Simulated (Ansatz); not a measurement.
Simulated powder pattern, Co Kα, λ = 1.79026 Å (kinematic, ideal powder, no thermal factors, no anomalous dispersion; the 30 strongest lines at most, above 1 %, up to 2θ = 90°):

| 2θ (°) | d (Å) | I/Imax (%) |
|---|---|---|
| 28.25 | 3.667 | 13 |
| 31.66 | 3.281 | 67 |
| 40.35 | 2.595 | 100 |
| 50.02 | 2.117 | 49 |
| 52.14 | 2.037 | 17 |
| 58.33 | 1.837 | 10 |
| 58.44 | 1.834 | 1.7 |
| 60.41 | 1.779 | 11 |
| 66.05 | 1.642 | 2.3 |
| 66.13 | 1.641 | 24 |
| 75.15 | 1.468 | 5.8 |
| 80.35 | 1.388 | 25 |
| 80.45 | 1.386 | 1.3 |
| 82.03 | 1.364 | 4.7 |
| 82.17 | 1.362 | 9.3 |
| 87.22 | 1.298 | 1.1 |
| 87.29 | 1.297 | 23 |

The pattern belongs to a structure relaxed with plane-wave PAW r²SCAN (Ansatz code).

Which of these materials gives this?
A) BeS, NiAs type
B) BAs, NiAs type
C) InSb, NiAs type
D) In2Au, cubic Laves (MgCu2 type)

C, InSb, NiAs type

Give the lattice parameters.

a = 4.235 Å, c = 7.347 Å.

Space group P6_3/mmc (NiAs type). The start of the workflow was typed in or built on a structure type; neither database checked (COD, Materials Project) lists it. It is not the phase usual at ambient conditions (space group No. 216). Symmetry was held in the r²SCAN relaxation; whether a distortion lowers the energy is not shown. Spin–orbit coupling is left out wherever it is not named.

Potentials: the earlier of the program's two PAW sets.
